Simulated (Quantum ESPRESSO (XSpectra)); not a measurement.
Quantum ESPRESSO (XSpectra) run for X-ray absorption at the B K edge of ZrB2 (P6/mmm). Geometry: Materials Project entry mp-1472 (a computed structure). The cell is the entry's, not relaxed again. The ground-state test found no gap over 0.25 eV with this functional, so the cell is neutral with smeared occupations; energies count from the Fermi level. pw.x input:

```
&CONTROL
  calculation = 'scf'
  prefix = 'x'
  pseudo_dir = './pseudo'
  outdir = './out'
/
&SYSTEM
  ibrav = 0
  nat = 36
  ntyp = 3
  ecutwfc = 56
  input_dft = 'PZ'
  occupations = 'smearing'
  smearing = 'mv'
  degauss = 0.02
/
&ELECTRONS
  conv_thr = 3.6e-07
  mixing_beta = 0.4
/
ATOMIC_SPECIES
Bh 10.810 B.lda-tm-gipaw-star1s.UPF
Zr 91.224 Zr.upf
B 10.810 B.lda-tm-gipaw.UPF
CELL_PARAMETERS angstrom
   0.000000000    0.000000000   -7.104780000
  -3.167520092   -5.486305734   -3.552390000
  -7.918800231    2.743152867    0.000000000
ATOMIC_POSITIONS crystal
Zr     0.583333333    0.833333333    0.666666667
Zr     0.083333333    0.833333333    0.666666667
Zr     0.666666667    0.666666667    0.333333333
Zr     0.166666667    0.666666667    0.333333333
Zr     0.833333333    0.333333333    0.666666667
Zr     0.333333333    0.333333333    0.666666667
Zr     0.750000000    0.500000000    0.000000000
Zr     0.250000000    0.500000000    0.000000000
Zr     0.916666667    0.166666667    0.333333333
Zr     0.416666667    0.166666667    0.333333333
Zr     0.500000000    0.000000000    0.000000000
Zr     0.000000000    0.000000000    0.000000000
Bh     0.472222223    0.555555555    0.777777780
B      0.972222222    0.555555555    0.777777780
B      0.555555556    0.388888888    0.444444447
B      0.055555556    0.388888888    0.444444447
B      0.722222222    0.055555555    0.777777780
B      0.222222223    0.055555555    0.777777780
B      0.638888889    0.222222222    0.111111113
B      0.138888889    0.222222222    0.111111113
B      0.805555556    0.888888888    0.444444447
B      0.305555556    0.888888888    0.444444447
B      0.388888889    0.722222222    0.111111113
B      0.888888889    0.722222222    0.111111113
B      0.444444444    0.611111112    0.555555553
B      0.944444444    0.611111112    0.555555553
B      0.527777777    0.444444445    0.222222220
B      0.027777777    0.444444445    0.222222220
B      0.694444444    0.111111112    0.555555553
B      0.194444444    0.111111112    0.555555553
B      0.611111111    0.277777778    0.888888887
B      0.111111111    0.277777778    0.888888887
B      0.777777778    0.944444445    0.222222220
B      0.277777777    0.944444445    0.222222220
B      0.361111111    0.777777778    0.888888887
B      0.861111111    0.777777778    0.888888887
K_POINTS automatic
4 4 3 0 0 0
```

xspectra.x input:

```
&input_xspectra
  calculation = 'xanes_dipole'
  edge = 'K'
  prefix = 'x'
  outdir = './out'
  xonly_plot = .false.
  xiabs = 1
  xcoordcrys = .false.
  xepsilon(1) = 1.0
  xepsilon(2) = 0.0
  xepsilon(3) = 0.0
  xe0 = 15.7751
  xniter = 1500
  xcheck_conv = 50
  xerror = 0.002
  x_save_file = 'x0.sav'
/
&plot
  xnepoint = 451
  xemin = -5.0
  xemax = 40.0
  xgamma = 0.5
  terminator = .true.
  cut_occ_states = .true.
/
&pseudos
  filecore = 'core.wfc'
/
&cut_occ
  cut_desmooth = 0.1
  cut_stepl = 0.01
  cut_ierror = 1e-6
/
5 5 4 1 1 1
```

End of the pw.x output:

```
     3.3373   4.2032   4.5173   4.6632   4.8636   5.2290   5.7797   6.0716
     6.1314   6.3069   6.3257   6.8360   7.3901   7.5434   7.7329   7.7994
     8.2638   8.4684   9.2157   9.5336   9.7016   9.8533   9.9382  10.0377
    10.2502  10.4764  10.5075  10.6938  10.9302  11.2279  11.3314  11.3940
    11.5437  11.5873  11.6243  11.9251  12.1017  12.2201  12.2811  12.4027
    12.4824  12.4995  12.5312  12.5651  12.5859  12.6352  12.7158  12.7721
    12.8194  12.9375  12.9884  13.1601  13.2514  13.3541  13.7857  13.8785
    13.8998  14.2272  14.4000  15.0910  16.2468  16.4995  16.5921  16.6717
    16.7515  16.7830  16.8124  17.0197  17.1802  17.2969  17.3531  17.4033
    17.5617  17.8411  17.8649  18.2149  18.2427  18.5427  18.8064  19.0315
    19.1602  19.2812  19.4134

     the Fermi energy is    15.7751 ev

!    total energy              =   -1361.65385904 Ry
     estimated scf accuracy    <       0.00000014 Ry
     smearing contrib. (-TS)   =      -0.00063614 Ry
     internal energy E=F+TS    =   -1361.65322290 Ry

     The total energy is F=E-TS. E is the sum of the following terms:
     one-electron contribution =     -51.98701353 Ry
     hartree contribution      =     149.41085606 Ry
     xc contribution           =    -295.18673023 Ry
     ewald contribution        =   -1163.89033520 Ry

     convergence has been achieved in  13 iterations

     XML data file, charge density, pseudopotentials, collected wavefunctions
```

xspectra.x output, shortened:

```
... Begin STEP 1 ...

        Radial transition matrix element(s) used in the calculation of the
        initial vector of the Lanczos basis (|tilde{phi}_abs> normalized)
        | For PAW proj. (l=1) #1: radial matrix element =   0.269524230
        | For PAW proj. (l=1) #2: radial matrix element =   0.321088835

NB: the    25 k-point are not all listed below because npool=  4
        |-------------------------------------------------------------
        ! k-point #     1:  (-0.1122, -0.0000, -0.1000),  0.0200,   1
        |-------------------------------------------------------------
 okvan= F
        |   Norm of the initial Lanczos vector: 0.18929512E+00
        !   => CONVERGED at iter    750 with error=  0.00159170
        |-------------------------------------------------------------
        ! k-point #     2:  (-0.2991,  0.1079, -0.1000),  0.0200,   1
        |-------------------------------------------------------------
 okvan= F
        |   Norm of the initial Lanczos vector: 0.18929526E+00
        !   => CONVERGED at iter    700 with error=  0.00118430
        |-------------------------------------------------------------
        ! k-point #     3:  (-0.4860,  0.2158, -0.1000),  0.0200,   1
        |-------------------------------------------------------------
 okvan= F
        |   Norm of the initial Lanczos vector: 0.18929527E+00
        !   => CONVERGED at iter    700 with error=  0.00158615
        |-------------------------------------------------------------

        ...
... Begin STEP 2 ...

     The spectrum is calculated using the following parameters:
        xe0 [eV]:   15.7751
        the occupied states are elimintate from the spectrum
        xemin [eV]:  -5.00
        xemax [eV]:  40.00
        xnepoint:  451
        constant broadening parameter [eV]:    0.500
        Core level energy [eV]:  -188.0
         (from electron binding energy of neutral atoms in X-ray data booklet)

     Cross-section successfully written in xanes.dat

     ... End STEP 2 ...

     xanes        :    196.27s CPU    196.63s WALL (       1 calls)

     -------------------------------------------------------------------------
                                END JOB XSpectra
     -------------------------------------------------------------------------
```

xanes.dat for the field along x, every fifth line (energy in eV, cross section):

```
   -5.000   2.1660e-03
   -4.500   2.4180e-03
   -4.000   2.7260e-03
   -3.500   3.1090e-03
   -3.000   3.6010e-03
   -2.500   4.2530e-03
   -2.000   5.1620e-03
   -1.500   6.5220e-03
   -1.000   8.7870e-03
   -0.500   1.3280e-02
    0.000   2.3540e-02
    0.500   3.9690e-02
    1.000   5.5400e-02
    1.500   6.5600e-02
    2.000   7.2720e-02
    2.500   8.0610e-02
    3.000   8.8410e-02
    3.500   9.0440e-02
    4.000   8.8210e-02
    4.500   8.8620e-02
    5.000   9.4910e-02
    5.500   1.0950e-01
    6.000   1.0910e-01
    6.500   1.0550e-01
    7.000   1.1830e-01
    7.500   1.4180e-01
    8.000   1.5580e-01
    8.500   1.6270e-01
    9.000   1.7640e-01
    9.500   1.6050e-01
   10.000   1.3700e-01
   10.500   1.1480e-01
   11.000   1.0390e-01
   11.500   9.6950e-02
   12.000   9.4980e-02
   12.500   8.9790e-02
   13.000   8.2550e-02
   13.500   7.7720e-02
   14.000   7.3210e-02
   14.500   7.4740e-02
   15.000   7.8580e-02
   15.500   7.1540e-02
   16.000   5.3960e-02
   16.500   3.9770e-02
   17.000   3.2010e-02
   17.500   2.6920e-02
   18.000   2.4890e-02
   18.500   2.4170e-02
   19.000   2.3590e-02
   19.500   2.2650e-02
   20.000   2.4770e-02
   20.500   2.6470e-02
   21.000   2.5940e-02
   21.500   2.7830e-02
   22.000   3.1730e-02
   22.500   3.8670e-02
   23.000   4.7570e-02
   23.500   5.1360e-02
   24.000   5.3480e-02
   24.500   5.6230e-02
   25.000   6.2740e-02
   25.500   6.2860e-02
   26.000   5.4780e-02
   26.500   4.5670e-02
   27.000   3.7410e-02
   27.500   3.2020e-02
   28.000   3.0000e-02
   28.500   3.0100e-02
   29.000   3.4060e-02
   29.500   3.9660e-02
   30.000   4.5560e-02
   30.500   4.6650e-02
   31.000   4.1960e-02
   31.500   3.3240e-02
   32.000   2.7340e-02
   32.500   2.5250e-02
   33.000   2.6420e-02
   33.500   2.7530e-02
   34.000   2.8080e-02
   34.500   2.9780e-02
   35.000   3.2120e-02
   35.500   3.4330e-02
   36.000   3.7820e-02
   36.500   3.8480e-02
   37.000   3.9840e-02
   37.500   4.0460e-02
   38.000   4.0630e-02
   38.500   3.7430e-02
   39.000   3.1860e-02
   39.500   2.9470e-02
   40.000   2.6790e-02
```
